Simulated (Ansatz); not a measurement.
Values for one crystal, relaxed and computed with plane-wave PAW r²SCAN (Ansatz code); other levels are named.

* **Volume per atom**: 15.27 Å³
* **Electronic character**: metallic (no gap)
* **Formation energy from the elements (no fitted shifts)**: -0.45 eV/atom
* **Density of states at the Fermi level**: 0.45 states/eV per atom (mean over ±0.08 eV)

**Question.** Which of these materials gives this?
A) CaPd5, P6/mmm (Ca on 1a, Pd on 2c, Pd on 3g)
B) Li2Pd, P6/mmm (Pd on 1a, Li on 2d)
C) NbPd3, I4/mmm (Nb on 2a, Pd on 4d, Pd on 2b)
D) Ti3Tl, I4/mmm (Ti on 4d, Ti on 2b, Tl on 2a)

**Answer.** C, NbPd3, I4/mmm (Nb on 2a, Pd on 4d, Pd on 2b)

The workflow started from an entry of the Crystallography Open Database (COD), which files this formula under 2 space groups. Whether it is the stable phase at ambient conditions was not checked. Symmetry was held in the r²SCAN relaxation; whether a distortion lowers the energy is not shown. No spin polarisation was allowed. The references are the lowest solids computed at this level, not always the standard phases. Scalar-relativistic: spin–orbit coupling is off unless named, which matters more the heavier the elements.

Potentials: the later of the program's two PAW sets.
